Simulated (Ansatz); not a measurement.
## Hg₄Pt: pressure against volume

Hg₄Pt, Im-3m, a = 6.284 Å. The structure is a COD entry; whether it is the stable form wasn't checked. Ansatz: r2SCAN, PAW, 500 eV, Γ-centred 8×8×8 mesh on 5 atoms, Gaussian smearing 0.10 eV; no spin polarisation. Symmetry fixes shape and atoms, so the cell is only scaled; pressure is positive in compression.

| V (Å³/atom) | P (GPa) |
| --- | --- |
| 21.841 | 14.10 |
| 22.585 | 9.45 |
| 23.330 | 5.64 |
| 24.074 | ? |
| 24.819 | 0.00 |
| 25.564 | -2.06 |
| 26.308 | -3.72 |
| 27.301 | -5.36 |

Q: Take V0 = 24.819 Å³/atom, fit the third-order Birch–Murnaghan form to the other rows, and predict the missing pressure.

A: With the Eulerian strain f = ½[(V0/V)^(2/3) − 1] and y = P/[3f(1 + 2f)^(5/2)], the form is the line y = B0 + 1.5 B0 (B0′ − 4) f. Rows (f, y): 0.04447, 85.4; 0.03245, 83.0; 0.02105, 80.6; -0.00976, 73.9; -0.01905, 71.7; -0.03078, 68.0. Means f = 0.006397, y = 77.100; Σ(Δf)² = 0.004634, ΣΔfΔy = 1.048; the slope is their ratio. y = 75.65 + 226.3 f GPa, so B0 = 75.7 GPa and B0′ = 4 + 2 × (226.3)/(3 × 75.65) = 5.99. At V = 24.074, f = 0.01026, y = 77.97 and P = 2.52 GPa. The run gave 2.53 GPa, so the fit is 0.01 GPa too low, within the rms miss on the fitted rows (0.03 GPa).

Spin–orbit coupling is left out, which can shift energies with elements as heavy as these.

Cost: 8 runs of about 5.4 core-minutes in all, on Arm Neoverse V1 (shared hosts).